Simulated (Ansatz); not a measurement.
**Zr5Sc2O13: 45Sc nuclear quadrupole resonance**

Cell: a Materials Project structure (computed, not necessarily an observed phase), atoms as given.

Space group R3:H (No. 146); a = 9.6800, c = 17.5863 Å, γ = 120.00°.

| site | Wyckoff | site symmetry | x | y | z |
| --- | --- | --- | --- | --- | --- |
| Zr1 | 3a | 3. | 0.0000 | 0.0000 | 0.0044 |
| Zr2 | 9b | 1 | 0.8121 | 0.0368 | 0.3228 |
| Zr4 | 9b | 1 | 0.6015 | 0.8942 | 0.4965 |
| Zr7 | 9b | 1 | 0.7738 | 0.8087 | 0.6757 |
| Sc11 | 9b | 1 | 0.7077 | 0.5991 | 0.5036 |
| Sc13 | 3a | 3. | 0.0000 | 0.0000 | 0.5003 |
| O15 | 9b | 1 | 0.8228 | 0.0258 | 0.1991 |
| O16 | 9b | 1 | 0.7509 | 0.7884 | 0.2962 |
| O18 | 9b | 1 | 0.6562 | 0.5227 | 0.3914 |
| O22 | 3a | 3. | 0.0000 | 0.0000 | 0.3568 |
| O23 | 9b | 1 | 0.8314 | 0.0637 | 0.4508 |
| O25 | 9b | 1 | 0.5190 | 0.8627 | 0.6088 |
| O27 | 9b | 1 | 0.7648 | 0.8331 | 0.5496 |
| O31 | 9b | 1 | 0.7855 | 0.0355 | 0.7031 |
| O33 | 3a | 3. | 0.0000 | 0.0000 | 0.6435 |
| O36 | 9b | 1 | 0.8032 | 0.8288 | 0.8006 |

One atom of each set is listed; the run and its k-mesh use a cell of 40 atoms with edges of 8.10, 8.10, 8.10 Å.

Computed with Ansatz: DFT, PBE, plane waves and PAW, scalar-relativistic, 420 eV cutoff, Γ-centred 3×3×3 k-points, Fermi–Dirac smearing 0.02 eV.

45Sc: I = 7/2, Q = -220.0 mb (year-2017 value). Static lattice, zero field.

Sites with a gradient: Sc11 (3 atoms; 7 O at 2.08–2.29 Å); Sc13 (1 atom; 8 O at 2.19–2.52 Å).

(1) The simulated spectrum has lines at 0.984, 1.72, 1.87, 2.82, 3.44, 5.16 MHz. Sort them into the sets that belong together, and say which site each set most likely comes from.

## Answers

(1) For I = 7/2 and η = 0 the lines are |C_Q|/14 times 1, 2 and 3; η shifts the lowest up most. Sc11: 0.984, 1.87, 2.82 MHz (|C_Q| = 13.2 MHz, η = 0.12). Sc13: 1.72, 3.44, 5.16 MHz (|C_Q| = 24.1 MHz, η = 0.00).

The sites follow from the calculation. An axis of threefold or higher order runs through Sc13, so V_zz lies along it and η is zero. At Sc11 V_zz points along its shortest bond, to O (within 2°). Like point charges on the first shell alone (each adding as 1/d³) would put Sc11 above Sc13: the covalent part of each bond and the atoms beyond the first shell count as well.

The largest force is 0.3 eV/Å, so the atoms aren't at the calculated equilibrium and relaxing them would move these values.

Hardware: 1 thread of Intel Xeon 6975P-C (Granite Rapids) (x86_64; 16 cores open to the job, memory cap 2.5 GiB, no GPU), a shared host with a load of 0.4 a core. Wall time 62 s, CPU time 62 s, peak memory 1.2 GiB.
